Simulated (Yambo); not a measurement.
## K2Pt at -1.5 % isotropic strain: lowest vertical excitons

```
K2Pt
1.0
    0.00000     3.68008     3.68008
    3.68008     0.00000     3.68008
    3.68008     3.68008     0.00000
K Pt
2 1
Direct
  0.75000   0.75000   0.75000
  0.25000   0.25000   0.25000
  0.00000   0.00000   0.00000
```

The PBEsol cell relaxed from Materials Project entry mp-1062676 was given an isotropic strain of -1.5 % on all lattice vectors, and the atoms were relaxed again.

BSE in Yambo on PBEsol (pw.x of Quantum ESPRESSO, ONCV potentials, without SOC) bands: 6×6×6 mesh, 6 valence and 4 conduction bands, static screening with 57 bands and a 4 Ry block, scissor 0.83 eV, Tamm-Dancoff; field along x.

```csv
state,energy (eV),states within 2 meV,relative strength,class,main transitions
1,1.82,3,< 0.01,dark,several band pairs
2,1.90,3,0.43,strong,several band pairs
3,1.93,2,< 0.01,dark,several band pairs
4,1.94,3,< 0.01,dark,several band pairs
5,1.97,1,< 0.01,dark,several band pairs
6,2.05,3,1.00,strong,several band pairs
```

These are vertical excitations (zero momentum). The direct quasiparticle gap on this mesh is 2.38 eV; counted from there, state 1 is bound by 0.56 eV. Convergence with the mesh was not shown.

Spin singlets only. Strengths are relative to the strongest of the lowest states of this run; strong means a line over 3 % of the spectrum's maximum, dark under 0.03 %. Absolute energies carry the error of the G0W0 scissor, whose convergence isn't established.

Spin-orbit coupling is left out, which matters for elements this heavy: edges can move by tenths of an eV.

The structure is a Materials Project entry; no match was found in the copy of COD used, and its stability was not checked.
